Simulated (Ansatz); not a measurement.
GaN in space group I4mm (No. 107; Ga on 2a, N on 2a) at seven volumes, r²SCAN in the plane-wave PAW code Ansatz, shape and atoms relaxed at each. One row is withheld.

```tsv
V (Å³/atom)	P (GPa)
9.146	?
9.448	13.41
9.749	6.33
10.051	0.00
10.352	-5.55
10.654	-10.35
10.955	-14.47
```

Task: Fit the shown pressures and predict the withheld one.

Result: P = (3/2)B₀(x^(7/2) − x^(5/2))[1 + (3/4)(B′ − 4)(x − 1)] with x = (V₀/V)^(2/3). Least squares on the six rows gives V₀ = 10.050 Å³/atom, B₀ = 196 GPa, B′ = 3.47. At V = 9.146, x = 1.0649 and P = 21.74 GPa. The run itself gave 20.69 GPa.

The first step of the workflow began from a Materials Project structure, measured or hypothetical; the Crystallography Open Database copy checked does not list it. It is not the phase usual at ambient conditions (space group No. 186, 216). The cell was relaxed with r²SCAN under the symmetry of its start; of distortions, only those at the zone centre were tested.

Potentials: the earlier of the program's two PAW sets.
